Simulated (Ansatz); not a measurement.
# RbNbTe$_{2}$: relaxed-ion elastic tensor

These are results of Ansatz 0.2.0, DFT PBE, scalar-relativistic, plane waves, PAW, not measurements. Cutoff 420 eV, 12×12×4 k-points (Γ-centred), fixed occupations. No spin polarisation.

Equilibrium structure at this level:
```xyz
4
Lattice="3.8936 0.0000 0.0000 -1.9468 3.3720 0.0000 0.0000 0.0000 9.1141" Properties=species:S:1:pos:R:3 pbc="T T T"
Rb    0.0000    0.0000    4.5570
Nb    0.0000    0.0000    0.0000
Te    0.0000    2.2480    1.7407
Te    0.0000    2.2480    7.3734
```

The cell was found from a structure generator's guess, not taken from experiment. Spin–orbit coupling is left out, which matters for heavy elements.

Problem. Give the relaxed-ion elastic constants (GPa, Voigt order xx yy zz yz xz xy, on the Cartesian axes of the cell above).

Solution.
C11 = 73.6, C12 = 26.0, C13 = 21.0, C22 = 73.6, C23 = 21.0, C33 = 88.0, C44 = 24.7, C55 = 24.7, C66 = 23.8 GPa; the others vanish.

Problem. Is the crystal stable against homogeneous strain?

Solution. Yes: the least eigenvalue of the tensor is 23.8 GPa.

Problem. And the moduli of a polycrystal (Hill averages)?

Solution. B = 41 GPa, G = 26 GPa, E = 64 GPa, ν = 0.24.
